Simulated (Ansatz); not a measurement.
Input:

Hf3N4 (space group I-43d)

```
CELL_PARAMETERS angstrom
     -3.32557     3.32557     3.32557
      3.32557    -3.32557     3.32557
      3.32557     3.32557    -3.32557
ATOMIC_POSITIONS crystal
  Hf 0.87500 0.25000 0.12500
  Hf 0.75000 0.37500 0.62500
  Hf 0.62500 0.75000 0.37500
  Hf 0.25000 0.12500 0.87500
  Hf 0.12500 0.87500 0.25000
  Hf 0.37500 0.62500 0.75000
  N  0.50000 0.00000 0.63945
  N  0.00000 0.13945 0.50000
  N  0.86055 0.86055 0.86055
  N  0.13945 0.50000 0.00000
  N  0.00000 0.63945 0.50000
  N  0.50000 0.00000 0.13945
  N  0.63945 0.50000 0.00000
  N  0.36055 0.36055 0.36055
```

Equation-of-state scan: isotropic scaling of the cell above, V₀ being its volume. The atoms relax within the cell's symmetry.

Calculation: PBEsol (plane waves to 420 eV, PAW, scalar-relativistic; Ansatz, a first-principles code). k mesh 6×6×6 (Γ-centred), Fermi-Dirac smearing 0.05 eV. Energies are smeared free energies. Stress and pressure are positive under compression. Hf3N4 is run without spin polarisation. Hf3N4 was relaxed with its symmetry unable to fall. Spin-orbit coupling is left out, though Hf is heavy. ΔE is measured from the relaxed starting cell.

The scan covers V/V₀ from 0.900 to 1.100 in 9 points.

Q: What is ΔE at V/V₀ = 1.100?

A: 61.8 meV/atom.

Q: What is ΔE at V/V₀ = 0.900?

A: 104.8 meV/atom.

Q: What pressure does the cell carry at V/V₀ = 0.900?

A: 35.6 GPa.

(Under strain, the slope of the energy per volume gives the stress and its curvature an elastic modulus.)
